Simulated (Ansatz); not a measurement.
BN:
```yaml
crystal:
  lattice:
    - [2.54058, 0.00000, 0.00000]
    - [-1.27029, 2.20021, 0.00000]
    - [0.00000, 0.00000, 4.20266]
  atoms:
    - { symbol: B, position: [0.66667, 0.33333, 0.99974] }
    - { symbol: B, position: [0.33333, 0.66667, 0.49974] }
    - { symbol: N, position: [0.66667, 0.33333, 0.62526] }
    - { symbol: N, position: [0.33333, 0.66667, 0.12526] }
```

This is the PBEsol-relaxed structure. Cartesian axes are those of the cell as given.

**Question.** All from DFT-PBEsol in the program Ansatz with PAW potentials, unless another level is named. Estimate the Poisson's ratio.

**Answer.** 0.12.

**Question.** Next, the elastic constants (relaxed ions, GPa)?

**Answer.** C11 = 948, C12 = 139, C13 = 61.2, C33 = 1040, C44 = 333.

Space group P6_3mc (wurtzite). Symmetry was held in the PBEsol relaxation.

Potentials: the earlier of the program's two PAW sets. The files were generated under PBE; for other functionals the program regenerates the frozen cores, and for LDA and PBEsol the local potential too.
